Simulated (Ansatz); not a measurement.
Band table of SnO

```
Sn O
1.0
     3.72439    0.00000    0.00000
     0.00000    3.72439    0.00000
     0.00000    0.00000    4.73728
Sn O
2 2
Direct
  0.00000 0.50000 0.23850
  0.50000 0.00000 0.76150
  0.00000 0.00000 0.00000
  0.50000 0.50000 0.00000
```

Atoms are numbered in the order listed.

The cell comes from COD entry 9008956, which wasn't checked; take it as a given geometry. The listed cell was then made from it by scaling, straining or moving an atom.

Spin–orbit coupling is left out, though it moves levels of the heavy atoms by tenths of an eV or more.

Method: DFT, LDA, all-electron LAPW, scalar-relativistic in Ansatz 0.2.0.

Settings: a Γ-centred 6×6×5 k mesh, Fermi–Dirac smearing of 0.02 eV, basis error target 0.5 meV/atom, no spin polarisation; the mesh is coarse along some axis.

Path points, in fractions of the reciprocal vectors: Γ (0.000, 0.000, 0.000), X (0.000, 0.500, 0.000), M (0.500, 0.500, 0.000), Z (0.000, 0.000, 0.500), R (0.000, 0.500, 0.500), A (0.500, 0.500, 0.500). Levels in eV from the Fermi level; bands 22 to 46, counted from the lowest band of the run. The gap is zero.

```
# k(1/Å) point b22 b23 b24 b25 b26 b27 b28 b29 b30 b31 b32 b33 b34 b35 b36 b37 b38 b39 b40 b41 b42 b43 b44 b45 b46
0.000 Γ -21.60 -21.60 -21.59 -21.52 -21.51 -21.47 -21.44 -21.43 -21.43 -20.68 -17.46 -8.20 -6.96 -6.86 -6.86 -3.84 -3.52 -3.52 0.05 2.29 4.27 4.76 4.76 5.75 5.75
0.169 - -21.59 -21.59 -21.59 -21.54 -21.52 -21.52 -21.44 -21.43 -21.42 -20.56 -17.52 -8.25 -6.93 -6.80 -6.79 -4.01 -3.62 -3.62 0.06 2.60 3.74 4.66 4.83 5.48 5.81
0.337 - -21.70 -21.59 -21.58 -21.56 -21.52 -21.50 -21.45 -21.44 -21.42 -20.25 -17.70 -8.34 -6.92 -6.63 -6.58 -4.39 -3.90 -3.84 -0.15 2.94 3.32 4.98 4.99 5.03 5.99
0.506 - -21.83 -21.57 -21.57 -21.54 -21.53 -21.48 -21.46 -21.45 -21.42 -19.84 -18.00 -8.37 -7.09 -6.34 -6.25 -4.70 -4.31 -4.00 -0.94 2.79 3.79 4.96 5.34 5.50 6.19
0.675 - -21.94 -21.56 -21.56 -21.54 -21.53 -21.47 -21.46 -21.46 -21.43 -19.37 -18.41 -8.23 -7.49 -5.96 -5.82 -5.05 -4.81 -3.70 -1.99 3.01 3.58 5.64 5.72 6.02 6.25
0.844 X -22.02 -21.54 -21.54 -21.54 -21.54 -21.47 -21.47 -21.44 -21.44 -18.88 -18.88 -7.92 -7.92 -5.51 -5.51 -5.33 -5.33 -2.97 -2.97 3.29 3.29 6.07 6.07 6.12 6.12
1.012 - -22.03 -21.55 -21.55 -21.53 -21.53 -21.46 -21.46 -21.43 -21.43 -18.85 -18.85 -8.16 -8.16 -5.71 -5.71 -4.88 -4.88 -2.90 -2.90 3.07 3.07 5.58 5.58 6.38 6.38
1.181 - -22.05 -21.55 -21.55 -21.53 -21.53 -21.44 -21.44 -21.43 -21.43 -18.77 -18.77 -8.69 -8.69 -5.77 -5.77 -4.22 -4.22 -2.72 -2.72 2.37 2.37 5.07 5.07 6.75 6.75
1.350 - -22.08 -21.54 -21.54 -21.53 -21.53 -21.43 -21.43 -21.42 -21.42 -18.67 -18.67 -9.25 -9.25 -5.74 -5.74 -3.55 -3.55 -2.49 -2.49 1.37 1.37 4.72 4.72 7.33 7.33
1.518 - -22.11 -21.55 -21.55 -21.51 -21.51 -21.41 -21.41 -21.41 -21.41 -18.59 -18.59 -9.64 -9.64 -5.70 -5.70 -3.00 -3.00 -2.20 -2.20 0.41 0.41 4.47 4.47 7.54 7.54
1.687 M -22.12 -21.55 -21.55 -21.50 -21.50 -21.41 -21.41 -21.41 -21.41 -18.56 -18.56 -9.79 -9.79 -5.67 -5.67 -2.81 -2.81 -1.97 -1.97 -0.06 -0.06 4.38 4.38 7.48 7.48
1.926 - -22.08 -21.54 -21.54 -21.52 -21.51 -21.42 -21.42 -21.41 -21.41 -18.78 -18.46 -9.65 -9.36 -5.89 -5.54 -3.38 -2.92 -2.87 -1.71 0.37 1.03 4.40 4.73 7.37 7.57
2.164 - -21.98 -21.57 -21.53 -21.53 -21.53 -21.46 -21.44 -21.42 -21.41 -19.32 -18.20 -9.25 -8.31 -6.34 -5.15 -4.54 -4.10 -3.02 -1.06 1.28 2.54 4.32 5.24 6.65 7.04
2.403 - -21.81 -21.60 -21.56 -21.55 -21.52 -21.49 -21.46 -21.42 -21.42 -19.93 -17.86 -8.73 -7.23 -6.74 -5.71 -4.62 -4.62 -3.21 -0.32 2.44 3.65 4.02 4.42 5.51 6.51
2.641 - -21.61 -21.60 -21.58 -21.58 -21.51 -21.51 -21.45 -21.43 -21.42 -20.45 -17.57 -8.32 -6.92 -6.88 -6.55 -4.11 -4.05 -3.39 0.06 2.87 3.79 3.92 4.96 5.16 5.98
2.880 Γ -21.60 -21.60 -21.59 -21.52 -21.51 -21.47 -21.44 -21.43 -21.43 -20.68 -17.46 -8.20 -6.96 -6.86 -6.86 -3.84 -3.52 -3.52 0.05 2.29 4.27 4.76 4.76 5.75 5.75
3.013 - -21.59 -21.59 -21.59 -21.52 -21.51 -21.47 -21.44 -21.43 -21.43 -20.68 -17.46 -8.53 -6.85 -6.85 -6.52 -3.84 -3.52 -3.52 -0.02 2.08 4.34 4.34 4.38 6.24 6.24
3.145 - -21.60 -21.59 -21.59 -21.52 -21.51 -21.48 -21.45 -21.44 -21.44 -20.67 -17.46 -9.04 -6.82 -6.82 -5.68 -3.86 -3.53 -3.53 -0.30 1.73 3.75 3.75 4.42 6.78 7.02
3.278 - -21.60 -21.57 -21.57 -21.52 -21.50 -21.48 -21.46 -21.46 -21.45 -20.65 -17.46 -9.45 -6.78 -6.78 -4.73 -3.88 -3.53 -3.53 -0.88 1.55 3.27 3.27 4.17 7.18 7.75
3.410 - -21.61 -21.56 -21.56 -21.51 -21.50 -21.49 -21.47 -21.47 -21.46 -20.64 -17.46 -9.72 -6.74 -6.74 -3.90 -3.73 -3.54 -3.54 -1.71 1.53 2.96 2.96 3.87 7.69 8.04
3.543 Z -21.61 -21.56 -21.56 -21.51 -21.49 -21.49 -21.47 -21.47 -21.46 -20.63 -17.46 -9.80 -6.73 -6.73 -3.91 -3.54 -3.54 -2.91 -2.48 1.55 2.85 2.85 3.74 7.94 8.16
3.712 - -21.62 -21.57 -21.56 -21.56 -21.51 -21.49 -21.46 -21.46 -21.46 -20.50 -17.52 -9.74 -6.77 -6.66 -4.38 -3.92 -3.64 -2.44 -2.29 1.81 2.06 2.97 4.59 8.06 8.07
3.881 - -21.74 -21.57 -21.57 -21.55 -21.53 -21.47 -21.45 -21.45 -21.44 -20.20 -17.69 -9.54 -6.83 -6.47 -5.41 -4.23 -3.91 -2.35 -1.71 1.36 2.49 3.31 5.59 7.21 8.07
4.049 - -21.87 -21.58 -21.56 -21.55 -21.55 -21.45 -21.44 -21.44 -21.43 -19.79 -17.98 -9.21 -6.76 -6.43 -6.16 -4.73 -4.31 -2.22 -1.57 1.36 3.20 3.87 6.40 6.46 7.41
4.218 - -21.97 -21.58 -21.57 -21.54 -21.54 -21.44 -21.43 -21.43 -21.43 -19.32 -18.38 -8.74 -7.35 -6.48 -5.76 -5.36 -4.79 -2.07 -1.71 1.92 3.27 4.61 6.41 6.49 6.91
4.387 R -22.04 -21.58 -21.58 -21.53 -21.53 -21.43 -21.43 -21.43 -21.43 -18.84 -18.84 -8.12 -8.12 -5.99 -5.99 -5.29 -5.29 -1.90 -1.90 2.66 2.66 5.51 5.51 6.85 6.85
4.555 - -22.05 -21.58 -21.58 -21.53 -21.53 -21.43 -21.43 -21.43 -21.43 -18.81 -18.81 -8.26 -8.26 -6.32 -6.32 -4.76 -4.76 -1.96 -1.96 2.71 2.71 4.90 4.90 6.92 6.92
4.724 - -22.05 -21.57 -21.57 -21.52 -21.52 -21.45 -21.45 -21.43 -21.43 -18.72 -18.72 -8.65 -8.65 -6.52 -6.52 -4.01 -4.01 -2.14 -2.14 2.83 2.83 3.99 3.99 6.89 6.89
4.893 - -22.07 -21.55 -21.55 -21.52 -21.52 -21.46 -21.46 -21.42 -21.42 -18.62 -18.62 -9.15 -9.15 -6.43 -6.43 -3.38 -3.38 -2.43 -2.43 2.72 2.72 3.66 3.66 6.58 6.58
5.061 - -22.08 -21.53 -21.53 -21.51 -21.51 -21.47 -21.47 -21.42 -21.42 -18.53 -18.53 -9.54 -9.54 -6.26 -6.26 -2.96 -2.96 -2.72 -2.72 2.41 2.41 3.95 3.95 6.05 6.05
5.230 A -22.09 -21.53 -21.53 -21.50 -21.50 -21.47 -21.47 -21.42 -21.42 -18.49 -18.49 -9.68 -9.68 -6.17 -6.17 -2.86 -2.86 -2.81 -2.81 2.28 2.28 4.18 4.18 5.72 5.72
5.469 - -22.06 -21.54 -21.53 -21.51 -21.51 -21.47 -21.46 -21.43 -21.42 -18.72 -18.40 -9.56 -9.24 -6.62 -6.00 -3.30 -2.87 -2.69 -2.56 2.34 2.73 3.22 4.61 5.55 6.70
5.707 - -21.98 -21.56 -21.54 -21.53 -21.51 -21.47 -21.45 -21.44 -21.43 -19.25 -18.16 -9.35 -8.07 -7.31 -5.55 -4.40 -3.01 -2.28 -2.24 2.03 2.50 3.83 5.14 5.61 7.39
5.946 - -21.84 -21.58 -21.57 -21.55 -21.50 -21.47 -21.47 -21.44 -21.44 -19.87 -17.84 -9.40 -7.41 -6.50 -5.56 -4.90 -3.20 -2.29 -1.80 1.35 2.68 3.24 6.49 6.68 6.80
6.184 - -21.65 -21.60 -21.56 -21.55 -21.50 -21.48 -21.47 -21.46 -21.45 -20.39 -17.57 -9.68 -6.99 -6.42 -4.81 -4.25 -3.39 -2.41 -2.08 1.79 2.06 2.81 5.17 7.93 8.01
6.423 Z -21.61 -21.56 -21.56 -21.51 -21.49 -21.49 -21.47 -21.47 -21.46 -20.63 -17.46 -9.80 -6.73 -6.73 -3.91 -3.54 -3.54 -2.91 -2.48 1.55 2.85 2.85 3.74 7.94 8.16
6.638 - -21.61 -21.58 -21.57 -21.56 -21.51 -21.49 -21.47 -21.45 -21.45 -20.51 -17.52 -9.65 -6.79 -6.68 -4.48 -3.96 -3.63 -3.11 -1.53 1.77 2.22 3.07 4.68 7.61 8.01
6.852 - -21.73 -21.58 -21.57 -21.56 -21.52 -21.49 -21.47 -21.44 -21.43 -20.21 -17.70 -9.23 -6.90 -6.51 -5.57 -4.28 -3.90 -3.36 -0.78 1.83 2.61 3.69 5.64 6.23 7.58
7.067 - -21.85 -21.58 -21.56 -21.54 -21.53 -21.47 -21.47 -21.43 -21.43 -19.82 -18.00 -8.71 -7.05 -6.23 -6.22 -4.68 -4.31 -3.59 -1.02 2.33 3.50 4.59 5.17 6.09 6.89
7.281 - -21.94 -21.56 -21.56 -21.54 -21.54 -21.47 -21.45 -21.45 -21.43 -19.36 -18.40 -8.29 -7.48 -6.02 -5.82 -5.09 -4.80 -3.56 -1.93 2.91 3.55 5.52 5.56 6.18 6.36
7.496 X -22.02 -21.54 -21.54 -21.54 -21.54 -21.47 -21.47 -21.44 -21.44 -18.88 -18.88 -7.92 -7.92 -5.51 -5.51 -5.33 -5.33 -2.97 -2.97 3.29 3.29 6.07 6.07 6.12 6.12
```
